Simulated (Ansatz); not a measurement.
Relaxed Sb (space group R-3m):

```
Sb
1.0
    4.29346     2.47883     7.30554
    0.00000     2.47883     7.30554
    2.14673    -1.23942     7.30554
Sb
4
Direct
  0.86805   0.26390   0.26390
  0.36805   0.26390   0.26390
  0.63195   0.73610   0.73610
  0.13195   0.73610   0.73610
```

A phonon eigenvector at T = (0.5, 0.5, 0.5) is frozen into this cell: atom i moves by Q times the vector below, so Q is the largest atomic displacement, in Å. The cell is held. It is one choice among 2 degenerate patterns. (q is in reciprocal vectors of the primitive cell; the cell shown is doubled to hold the pattern.)

```csv
atom,x,y,z
Sb1,0.000,-1.000,0.000
Sb2,0.000,1.000,0.000
Sb3,0.000,-1.000,0.000
Sb4,0.000,1.000,0.000
```

Method: LDA (plane waves to 420 eV, PAW, scalar-relativistic; Ansatz, a program for electronic structure). k mesh 13×13×13 (Γ-centred), Fermi-Dirac smearing 0.05 eV. The energy includes the smearing's −TS. With partly filled bands, energies and forces of such displacements shift with the k mesh and the smearing. Sb was relaxed with its symmetry unable to fall. Spin-orbit coupling is left out, though Sb is heavy. The zero of ΔE is the undisplaced structure.

**Question.** Give the computed ΔE (eV/cell) at Q (Å) = -0.083, -0.050, -0.033, 0.017, 0.033, 0.067, 0.083, 0.100.

**Answer.** 
```
Q (Å)   ΔE (eV/cell)
------  ------------
-0.083         0.134
-0.050         0.048
-0.033         0.022
0.017          0.005
0.033          0.022
0.067          0.086
0.083          0.134
0.100          0.193
```

(For displaced atoms, the force is minus the slope of the energy, and its curvature is a force constant, which sets phonon frequencies.)
